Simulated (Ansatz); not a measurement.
A crystal relaxed with r2SCAN in the PAW code Ansatz has space group R-3m:H (No. 166) and a = 3.293 Å, c = 17.814 Å.

```tsv
atom	site	x	y	z
Mg	6c	0.3333	0.6667	0.8896
N	3b	0.6667	0.3333	0.8333
Xx	3a	0.0000	0.0000	0.0000
```

With r2SCAN the gap is 3.12 eV and direct, at Γ. HSE06 gives a direct gap of 3.65 eV at Γ. With PBE the gap is 2.44 eV and direct, at Γ. Meshes: r2SCAN 10×10×10, HSE06 6×6×6, PBE 10×10×10. r2SCAN's ε∞ is 4.0 along x and y, 4.4 along z.

Q: Which element is Xx?
A. Cl
B. Br
C. I
D. H

A: A. Xx is Cl: Mg2NCl (R-3m) from a database of computed structures. Mg has 3 N at 2.15 Å and 3 Cl at 2.74 Å; N has 6 Mg at 2.15 Å; Cl has 6 Mg at 2.74 Å.

Calculated for a static, non-magnetic cell.
